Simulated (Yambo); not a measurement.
A G0W0@PBEsol run in Yambo for AgI (zinc blende, space group F-43m, No. 216) under isotropic strain of -3 % on all lattice vectors (4×4×4 Γ-centred k mesh, bands 5 to 129 and a 8 Ry block in the screening, 129 bands in G with the Bruneval-Gonze terminator, plasmon pole fitted at 27.2 eV) gives these matrix elements, in eV, at the band edges (Γ → Γ):

| state | E0 | <Vxc> | <Σx> | <Σc(E0)> | Z |
|---|---|---|---|---|---|
| valence edge | 0.000 | -17.435 | -20.812 | 2.339 | 0.800 |
| conduction edge | 1.193 | -9.656 | -5.536 | -3.748 | 0.826 |

Task: Solve the linearised quasiparticle equation for both states, give the gap, and say how exchange and correlation each act on it.

Result: E = E0 + Z(Σx + Σc − Vxc). Valence: 0.000 + 0.800 × (-20.812 + (2.339) − (-17.435)) = -0.83 eV. Conduction: 1.193 + 0.826 × (-5.536 + (-3.748) − (-9.656)) = 1.50 eV. The gap is 2.33 eV, against 1.19 eV in PBEsol. Replacing Vxc by bare exchange alone would open it by 7.50 eV; correlation takes back 6.09 eV of that, and Z scales what is left. Convergence of the G0W0 settings was not tested. Spin-orbit coupling is left out, which matters for elements this heavy: edges can move by tenths of an eV.

Geometry strained from the cell relaxed with PBEsol, atoms relaxed again; primitive cell a = b = c = 4.4210 Å, α = β = γ = 60.00°.
